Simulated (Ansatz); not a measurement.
HgS (cinnabar type, space group P3_221)

```yaml
crystal:
  lattice:
    - [4.13888, 0.00000, 0.00000]
    - [-2.06944, 3.58437, 0.00000]
    - [0.00000, 0.00000, 9.40775]
  atoms:
    - { symbol: Hg, position: [0.71013, 0.00000, 0.66667] }
    - { symbol: Hg, position: [0.00000, 0.71013, 0.33333] }
    - { symbol: Hg, position: [0.28987, 0.28987, 0.00000] }
    - { symbol: S, position: [0.49980, 0.00000, 0.16667] }
    - { symbol: S, position: [0.00000, 0.49980, 0.83333] }
    - { symbol: S, position: [0.50020, 0.50020, 0.50000] }
```

This relaxed cell (volume V₀) is scaled evenly in all directions, its shape held. The atoms relax within the cell's symmetry.

These are PBEsol (plane waves to 420 eV, PAW, scalar-relativistic; Ansatz, a program for electronic structure) values and carry that method's errors. k mesh 10×10×4 (Γ-centred), Fermi-Dirac smearing 0.05 eV. Compression counts positive. HgS was relaxed with its symmetry unable to fall. Spin-orbit coupling is left out, though Hg is heavy.

At one point of the scan the stress tensor (GPa) is:

```
   0.59     0.00     0.00
   0.00     0.59     0.00
   0.00     0.00     0.77
```

Problem. Which point is it?
A. V/V₀ = 0.975
B. V/V₀ = 0.925
C. V/V₀ = 0.900
D. V/V₀ = 0.950

Solution. A, V/V₀ = 0.975

(A scan under strain: stresses follow from slopes of the energy per volume, elastic moduli from its curvatures.)
